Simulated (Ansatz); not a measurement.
A frame of NaZnCl$_{3}$ from dynamics at 1600 K, with the forces (eV/Å) computed on a k mesh in the last three columns. Computed with DFT PBE, scalar-relativistic, plane waves, PAW (Ansatz 0.2.0).

Cutoff 420 eV; k points 3×3×3 on the computed 15-atom cell (Γ-centred); Fermi–Dirac smearing, width 0.14 eV; no spin polarisation.

```xyz
15
Lattice="7.375 0.050 0.025 0.050 7.308 0.159 0.025 0.159 7.574" Properties=species:S:1:pos:R:3:forces:R:3 pbc="T T T"
Na    5.845    3.783    4.744   -0.460   -0.300   -0.360
Na    6.389    7.312    1.840    0.330    1.280    1.410
Na    1.316    2.333    1.618   -0.450   -0.550   -0.610
Cl    1.681    2.382    6.437   -0.100    0.740    1.230
Cl    3.657    5.110    6.952   -0.780    0.550   -0.150
Cl    5.484    2.305    0.963    0.320    0.070   -0.460
Cl    0.798    4.883    1.587    0.650    0.440   -0.810
Cl    7.126    1.274    4.037   -0.280    0.270   -0.560
Cl    5.343    5.347    2.308   -1.780   -1.500    0.780
Cl    6.811    7.426    7.149    0.680   -1.410   -1.980
Cl    2.739    3.291    3.396    1.300    1.530    0.060
Cl    2.843    0.103    2.997    0.250   -0.790   -0.540
Zn    0.589    5.208    6.645    0.380    0.850    1.270
Zn    1.999    1.585    4.446   -0.840   -0.800    0.240
Zn    3.059    5.576    1.489    0.750   -0.370    0.470
```

Static pressure 2.5 GPa (no kinetic part), a gap on the mesh of 0.73 eV.

Counting as bonded all pairs within 1.2 times the summed covalent radii, but none from a metal cation to another cation:

```
atom → neighbour mean count mean length (Å) spread (Å)
         Cl → Na        1.33             2.73        0.27
         Cl → Zn        1.11             2.35        0.13
         Na → Cl        4.00             2.73        0.27
         Zn → Cl        3.33             2.35        0.13
```

Angles between all pairs of such bonds at an atom (mean ± spread): 107 ± 27° at Cl, 105 ± 28° at Na, 109 ± 24° at Zn.

An odd mesh misses points on the zone edge, so a gap read on it can be too wide.

Cost: 1 run of about 1.2 core-minutes, on Arm Neoverse V2 (shared hosts).